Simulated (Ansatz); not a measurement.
## CeBPd$_{3}$: computed property card

CeBPd₃:
```
CeBPd3
1.0
    4.37566     0.00000     0.00000
    0.00000     4.37566     0.00000
    0.00000     0.00000     4.37566
Ce Pd B
1 3 1
Direct
  0.00000   0.00000   0.00000
  0.00000   0.50000   0.50000
  0.50000   0.00000   0.50000
  0.50000   0.50000   0.00000
  0.50000   0.50000   0.50000
```
The run is spin-polarised; directions of the spins, atom by atom: ↑ 0 0 0 0.

Space group Pm-3m (No. 221), cubic perovskite; conventional cell a = b = c = 4.376 Å, α = β = γ = 90.00°.

Method: DFT-PBE in the program Ansatz with PAW potentials. The cell and atoms are relaxed at this level. Other levels are named where they apply.

**Cell and energy**

- Volume per atom = 16.76 Å³
- Density = 9.32 g/cm³
- Formation energy from the elements (no fitted shifts) = -0.49 eV/atom

**Electronic structure**

Electronic character: metallic (no gap)
Density of states at the Fermi level: 1.6 states/eV per atom (mean over ±0.08 eV)

**Magnetism**

- Magnetic order: ferromagnetic
- Net moment: 0.14 μB per atom

The workflow started from an entry of the Crystallography Open Database (COD). Its standing as an ambient phase is unchecked. The cell keeps a stress of up to 0.2 GPa. Symmetry was held in the PBE relaxation; whether a distortion lowers the energy is not shown. Magnetic state: ferromagnetic, the only order run, not a proven ground state. Caveat: open 4f shells can settle in a state that is not the lowest. No Hubbard U is applied. Point labels and valley counts follow the cell and symmetry of the run, lower than the named group. The references are the lowest solids computed at this level, not always the standard phases. Spin–orbit coupling is left out wherever it is not named.

Potentials: the later of the program's two PAW sets.
